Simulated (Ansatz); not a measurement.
Theory: DFT PBE, scalar-relativistic, plane waves, PAW (Ansatz 0.2.0). Settings: cutoff 420 eV, Γ-centred meshes spaced at most about 0.3 Å⁻¹, and about 0.25 Å⁻¹ or finer for metals (2π included), Gaussian smearing. No spin polarisation in the final relaxations.

All energies are static (0 K, no zero-point motion). All come from trial cells, and lower structures may exist.

Problem. Which of these relaxed structures of RbYb₄Al is the lowest in energy?
A.

```
Rb Yb Al
1.0
     0.00000    4.85794    4.85794
     4.85794    0.00000    4.85794
     4.85794    4.85794    0.00000
Rb Yb Al
1 4 1
Direct
  0.00000 0.00000 0.00000
  0.37641 0.37641 0.37641
  0.87078 0.37641 0.37641
  0.37641 0.37641 0.87078
  0.37641 0.87078 0.37641
  0.75000 0.75000 0.75000
```

B.

```
Rb Yb Al
1.0
     5.88880    0.00000    0.00000
    -2.94440    5.09985    0.00000
     0.00000    0.00000    7.17775
Rb Yb Al
1 4 1
Direct
  0.00000 0.00000 0.00000
  0.33333 0.66667 0.72781
  0.33333 0.66667 0.27219
  0.66667 0.33333 0.72781
  0.66667 0.33333 0.27219
  0.00000 0.00000 0.50000
```

C.

```
Rb Yb Al
1.0
     2.91213    1.68132    7.90289
    -2.91213    1.68132    7.90289
     0.00000   -3.36263    7.90289
Rb Yb Al
1 4 1
Direct
  0.50000 0.50000 0.50000
  0.70356 0.70356 0.70356
  0.29644 0.29644 0.29644
  0.87668 0.87668 0.87668
  0.12332 0.12332 0.12332
  0.00000 0.00000 0.00000
```

Solution. C. It has space group R-3m (No. 166); the next, B, with space group P6/mmm (No. 191), lies 54 meV/atom higher. Counting all near atoms (those within 1.25 times the shortest distance at each site; a plus sign parts nearer from farther groups; a slash parts the counts of unlike sites), the lowest has Rb 6, Yb 1+3/10, Al 2+6 and the next has Rb 14, Yb 4+7, Al 14. Even the lowest lies +0.29 eV/atom against the elements.

The 4f shell of Yb is treated without a Hubbard U. Trial moments died out on the coarse mesh in R-3m, P6/mmm and F-43m; another magnetic start might hold. Cells relaxed within their symmetry can be saddle points. Some types were kept out of the candidates beforehand, so the set may lack a known form.
